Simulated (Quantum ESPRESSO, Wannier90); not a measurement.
SnTe (rock salt): Wannier90 run

Cell from Materials Project (mp-1883), symmetrised, no further relaxation. COD (Crystallography Open Database) has an entry of this formula and space group (matched by these alone). Computed values, not measurements, from PBEsol: Quantum ESPRESSO (norm-conserving PseudoDojo potentials, cutoff 66 Ry, no spin polarisation, no spin-orbit coupling) on a Γ-centred 8×8×8 mesh, then Wannier90. Density: 8×8×8 mesh, cold smearing 0.01 Ry. Spin-orbit coupling is left out although heavy elements are present.

Input w.win:

```
num_bands = 15
num_wann = 8
exclude_bands = 1-10
num_iter = 0
conv_tol = 1.0e-7
conv_window = 4
dis_num_iter = 1000
dis_conv_tol = 1.0e-7
dis_froz_max = 10.81
write_hr = true
write_u_matrices = true
begin projections
Sn: s;p
Te: s;p
end projections
begin unit_cell_cart
ang
    0.0000000000    3.1858150000    3.1858150000
    3.1858150000    0.0000000000    3.1858150000
    3.1858150000    3.1858150000    0.0000000000
end unit_cell_cart
begin atoms_frac
Sn   0.0000000000  0.0000000000  0.0000000000
Te   0.5000000000  0.5000000000  0.5000000000
end atoms_frac
mp_grid = 8 8 8
begin kpoints
0.0000000000 0.0000000000 0.0000000000
0.0000000000 0.0000000000 0.1250000000
0.0000000000 0.0000000000 0.2500000000
... (509 more lines: the 8x8x8 mesh through Gamma)
end kpoints
```

On the energy scale of pw.x, whose zero is arbitrary, the Fermi level lies at 9.31 eV. Lines of w_hr.dat (R1 R2 R3 m n Re Im, eV) for R = 0 and one of the shortest lattice vectors, rounded to 0.01 eV, lines under 0.02 eV left out; orbitals in order: Sn1 s, Sn1 pz, Sn1 px, Sn1 py, Te2 s, Te2 pz, Te2 px, Te2 py.

```
    0    0    0    1    1     3.13     0.00
    0    0    0    2    2    10.06     0.00
    0    0    0    3    3    10.06     0.00
    0    0    0    4    4    10.06     0.00
    0    0    0    5    5    -1.19     0.00
    0    0    0    6    6     7.98     0.00
    0    0    0    7    7     7.98     0.00
    0    0    0    8    8     7.98     0.00
   -1    0    0    2    2     0.04     0.00
   -1    0    0    4    2     0.14     0.00
   -1    0    0    3    3    -0.03     0.00
   -1    0    0    2    4     0.14     0.00
   -1    0    0    4    4     0.04     0.00
   -1    0    0    1    5    -0.54     0.00
   -1    0    0    3    5    -1.06     0.00
   -1    0    0    2    6    -0.45     0.00
   -1    0    0    6    6    -0.02     0.00
   -1    0    0    8    6     0.05     0.00
   -1    0    0    1    7     1.14     0.00
   -1    0    0    3    7     1.91     0.00
   -1    0    0    4    8    -0.45     0.00
   -1    0    0    6    8     0.05     0.00
   -1    0    0    8    8    -0.02     0.00
```
